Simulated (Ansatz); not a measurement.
HfC:
```
CELL_PARAMETERS angstrom
      0.00000     2.32566     2.32566
      2.32566     0.00000     2.32566
      2.32566     2.32566     0.00000
ATOMIC_POSITIONS crystal
  Hf 0.00000 0.00000 0.00000
  C  0.50000 0.50000 0.50000
```

This is the PBE-relaxed structure.

Task: All from PBE in the plane-wave PAW code Ansatz, unless another level is named. Give the electronic character.

Result: metallic (no gap).

Task: Next, the formation energy from the elements (no fitted shifts)?

Result: -0.92 eV/atom.

Task: Predict the density of states at the Fermi level.

Result: 0.13 states/eV per atom (mean over ±0.08 eV).

Task: Predict the gap with spin–orbit coupling.

Result: none (metallic).

Space group Fm-3m (rock salt). Symmetry was held in the PBE relaxation. No spin polarisation was allowed. The references are the lowest solids computed at this level, not always the standard phases. Scalar-relativistic: spin–orbit coupling is off unless named, which matters more the heavier the elements.

Potentials: the earlier of the program's two PAW sets.
